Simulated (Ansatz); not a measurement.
TiAl: stationary points along a deformation path

These are results of DFT LDA, scalar-relativistic, plane waves, PAW (Ansatz 0.2.0), not measurements. Cutoff 420 eV, Γ-centred 18×18×14 k-points, Gaussian smearing of 0.15 eV. No spin polarisation. Energies are free energies at this smearing, counted from the undisturbed cell; pressure is positive in compression.

Reference structure (as given, not relaxed at this level; it stands at -7.3 GPa, and it needn't be the usual structure):

```
Ti Al
1.0
     2.83730    0.00000    0.00000
     0.00000    2.83730    0.00000
     0.00000    0.00000    4.05910
Ti Al
1 1
Direct
  0.00000 0.00000 0.00000
  0.50000 0.50000 0.50000
```

At fixed volume and fractional coordinates, lengths along (0.000, 0.000, 1.000) are scaled against those across it; ρ is that ratio over its starting value. V = 16.338 Å³/atom. Δσ is the stress along the axis less the mean stress across it (compression positive).

```
    ρ  ΔE (meV/atom)  Δσ (GPa) space group
0.850           59.3      8.91       P4/mmm
0.920           19.3      5.62       P4/mmm
0.960            6.3      3.40       P4/mmm
1.000            0.0      0.95       P4/mmm
1.100           19.3     -7.08       P4/mmm
1.200           87.6    -16.74       P4/mmm
```

Question: How does the stress give the slope of the energy, and where is the energy stationary?

Answer: Along the path d ln(length) is 2/3 d ln ρ on the axis and −1/3 d ln ρ across it, so dE/d ln ρ = −(2/3) V Δσ: the energy falls with ρ where Δσ is positive. Δσ vanishes or changes sign between ρ = 1.000 and 1.100, a minimum (near 1.01 by linear interpolation). Pairs of stationary points between two samples would go unseen, and could change a minimum read from distant neighbours into a maximum.

Question: Integrate that slope from ρ = 1 to 0.850 by the trapezoid rule.

Answer: With V/N in Å³ and 1 eV/Å³ = 160.2 GPa the slopes at ρ = 1.000, 0.960, 0.920, 0.850 are -65, -231, -382, -605 meV/atom per unit of ln ρ. The steps add 6.0 + 13.0 + 39.1 = 58.2 meV/atom, against 59.3 from the energies; the trapezoid rule misses the curvature of the slope within each step.

In a metal these slopes depend on the k mesh and the smearing.